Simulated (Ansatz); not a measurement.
CuAsPbO4:
```
CuAsPbO4
1.0
   -0.60356    -5.81355     0.00000
   -4.86589     0.00000     0.00000
   -2.06779    -1.42287    -7.59171
Cu As Pb O
2 2 2 8
Direct
  0.19100   0.62316   0.00555
  0.80900   0.37684   0.99445
  0.20074   0.42342   0.68514
  0.79926   0.57658   0.31486
  0.70822   0.93558   0.67977
  0.29178   0.06442   0.32023
  0.96649   0.23554   0.80857
  0.03351   0.76446   0.19143
  0.62717   0.77492   0.43976
  0.37283   0.22508   0.56024
  0.63273   0.50881   0.17882
  0.36727   0.49119   0.82118
  0.90589   0.27013   0.43686
  0.09411   0.72987   0.56314
```

Relaxed with r²SCAN.

Task: Map the electron localisation function on the plane through (0.633, 0.509, 0.179) spanned by u = [1, -1, 0] and v = [0, 1, -1] in lattice vectors, from r²SCAN (plane waves, PAW; program Ansatz).

Result: x is the fraction of u, y of v (the angle between them is 110°; rows are the nearest grid lines); atoms in the plane: As at (0.57, 0.49), Pb at (0.07, 0.50), O at (0.00, 0.00).
```
|2479852110000000000000000000015899952|
|8887521000000000000000000000026899988|
|9875310000000000001111100000025789999|
|5421000111000000001111100000002456665|
|0000123442100000000000000000000001110|
|0012345432000000111111000000000000000|
|0012344321000012455543100000111110000|
|0001111000002589999975200024678764100|
|0111111110037999889875212468999986200|
|2444444421169997678864444678999984112|
|4432234431269998888754445678899852124|
|3000003431147777765311124566776311343|
|1000024531112233442111134332221124541|
|3223455421000112444333443210000245553|
|5445554310000123344444432100001355555|
|5555431111111122332222111000001456555|
|5431111222111111111000000000000134555|
|0001122222221111000000000000000000000|
|0001122222221111000000000000000000000|
|1111112333222111000000000000000000001|
|6653111222222210000000000000000002456|
|9999621112221100000000000000000258999|
|8899841111111000000000000000001589998|
|2479852110000000000000000000015899952|
```
Scale: ten equal steps from 0.002 (start of '0') to 0.871 (end of '9'), in the order '0123456789'; x runs from 0.000 to 1.00, y from 0.000 (bottom) to 1.00 (top).

The density is the valence pseudo-density with augmentation charge, so density and ELF within about 1 Å of a nucleus are not all-electron values.

Space group P-1. The workflow started from a Materials Project entry (that database holds measured and hypothetical structures alike); the Crystallography Open Database copy checked does not list it. Entries of such low symmetry are often ordered models of mixed-site phases. Its standing as an ambient phase is unchecked. The r²SCAN relaxation kept the symmetry of its start; whether a distortion lowers the energy is not shown. The run is not spin-polarised. No Hubbard U is applied. Spin–orbit coupling is left out wherever it is not named.

Potentials: the later of the program's two PAW sets.
